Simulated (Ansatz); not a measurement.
Nb₂InC in space group P6_3/mmc (No. 194; Nb on 4f, In on 2d, C on 2a) under volume change, the program Ansatz at the PBEsol level (PAW), shape and atoms relaxed at each volume.

```csv
V (Å³/atom),E − E(relaxed) (meV/atom),P (GPa)
14.084,81.8,20.63
14.548,34.1,12.52
15.013,8.0,5.70
15.477,0.0,0.00
15.941,7.1,-4.76
16.406,26.8,-8.75
16.870,57.1,-12.07
```

Problem. What does a third-order Birch–Murnaghan fit give for V₀, B₀ and B′?

Solution. V₀ = 15.48 Å³/atom, B₀ = 173 GPa, B′ = 4.9.

The workflow started from a Materials Project entry (that database holds measured and hypothetical structures alike); the Crystallography Open Database copy checked does not list it. Whether it is the stable phase at ambient conditions was not checked. The PBEsol relaxation kept the symmetry of its start; its stability against distortions is not shown here. The run is not spin-polarised.

Potentials: the later of the program's two PAW sets.
